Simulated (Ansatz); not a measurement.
# Computed properties of Sr2TaNO3

Sr$_{2}$TaNO$_{3}$:
```yaml
crystal:
  lattice:
    - [-1.97763, 1.97763, 6.51409]
    - [1.97763, -1.97763, 6.51409]
    - [1.97763, 1.97763, -6.51409]
  atoms:
    - { symbol: Ta, position: [0.99124, 0.99124, 0.00000] }
    - { symbol: O, position: [0.50677, 0.00677, 0.50000] }
    - { symbol: O, position: [0.00677, 0.50677, 0.50000] }
    - { symbol: O, position: [0.16019, 0.16019, 0.00000] }
    - { symbol: N, position: [0.84496, 0.84496, 0.00000] }
    - { symbol: Sr, position: [0.34242, 0.34242, 0.00000] }
    - { symbol: Sr, position: [0.64766, 0.64766, 0.00000] }
```

Space group I4mm (No. 107); conventional cell a = b = 3.9553 Å, c = 13.0282 Å, α = β = γ = 90.00°.

Method: DFT-PBEsol in the program Ansatz with PAW potentials. Structure relaxed to zero pressure with the same functional. Other levels are named where they apply.

**Cell and energy**

- Volume per atom = 14.56 Å³
- Density = 6.81 g/cm³
- Formation energy from the elements (no fitted shifts) = -2.52 eV/atom

**Electronic structure**

Band gap: 1.29 eV (indirect)
Valence-band maximum: at X
Conduction-band minimum: at Γ
Smallest direct gap on the standard path: 1.46 eV
Electron effective mass: 0.30 along x (mₑ)

**Mechanics**

* **Elastic constants (relaxed ions, GPa)**: C11 = 297, C12 = 61.9, C13 = 84.6, C33 = 211, C44 = 66.0, C66 = 72.3
* **Mechanical stability**: stable (all eigenvalues of C positive)
* **Hill bulk and shear moduli**: 140 and 77.2 GPa
* **Young's modulus**: 196 GPa
* **Poisson's ratio**: 0.27
* **Debye temperature from the elastic constants**: 457 K
* **Piezoelectric stress constants (proper, relaxed ions, C/m²)**: e15 = e24 = -0.41, e31 = e32 = 0.33, e33 = -1.58

**Dielectric response**

- Electronic dielectric constant ε∞ (DFPT): 5.00 (xx = yy), 5.29 (zz)
- Born charges (a third of the trace): Ta +6.65, O -2.98 to -2.83, N -2.85, Sr +2.43 to +2.57 e

The start of the workflow was typed in or built on a structure type; neither database checked (COD, Materials Project) lists it. Its standing as an ambient phase is unchecked. Symmetry was held in the PBEsol relaxation; its stability against distortions is not shown here. No spin polarisation was allowed. Signs of piezoelectric constants follow the polarity of the cell as given. The references are the lowest solids computed at this level, not always the standard phases (solids in place of the gases). Scalar-relativistic: spin–orbit coupling is off unless named, which matters more the heavier the elements.

Potentials: the earlier of the program's two PAW sets. The files were generated under PBE; for other functionals the program regenerates the frozen cores, and for LDA and PBEsol the local potential too.
